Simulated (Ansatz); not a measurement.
# Computed properties of Se

Se:
```cif
data_Se
_chemical_formula_sum 'Se1'
_space_group_name_H-M_alt 'P 1'
_space_group_IT_number 1
_cell_length_a 2.80058
_cell_length_b 2.80058
_cell_length_c 2.80058
_cell_angle_alpha 90.000
_cell_angle_beta 90.000
_cell_angle_gamma 90.000
loop_
_space_group_symop_operation_xyz
  'x, y, z'
loop_
_atom_site_label
_atom_site_type_symbol
_atom_site_fract_x
_atom_site_fract_y
_atom_site_fract_z
_atom_site_occupancy
Se1 Se 0.50000 0.50000 0.50000 1
```

Space group Pm-3m (No. 221); conventional cell a = 2.801 Å, b = 2.801 Å, c = 2.801 Å, α = 90.00°, β = 90.00°, γ = 90.00°.

Method: r²SCAN+D4 in the plane-wave PAW code Ansatz. The cell and atoms are relaxed at this level. Other levels are named where they apply.

### Cell and energy

| Quantity | Result |
|---|---|
| Volume per atom | 21.97 Å³ |
| Density | 5.97 g/cm³ |

### Electronic structure

| Property | Value |
|---|---|
| Electronic character | metallic (no gap) |
| Density of states at the Fermi level | 0.48 states/eV per atom (mean over ±0.08 eV) |
| Gap with spin–orbit coupling | none (metallic) |

### Mechanics

| Property | Result |
|---|---|
| Bulk modulus (Birch–Murnaghan fit) | 79.3 GPa |
| Pressure derivative B′ | 4.4 |
| Elastic constants (relaxed ions, GPa) | C11 = 118, C12 = 60.3, C44 = 7.3 |
| Mechanical stability | stable (all eigenvalues of C positive) |
| Hill bulk and shear moduli | 79.7 and 13.2 GPa |
| Young's modulus | 37.5 GPa |
| Poisson's ratio | 0.42 |
| Debye temperature from the elastic constants | 179 K |

The start of the workflow was typed in or built on a structure type; the Crystallography Open Database copy checked does not list it. It is not the phase usual at ambient conditions (space group No. 152). Symmetry was held in the r²SCAN+D4 relaxation; its stability against distortions is not shown here. The volume moved by -20 % from the start of the relaxation. As this level gives no gap, shear constants depend on the k-mesh and smearing (Fermi–Dirac, 0.1 eV here). Spin–orbit coupling is left out wherever it is not named.

Potentials: the earlier of the program's two PAW sets.
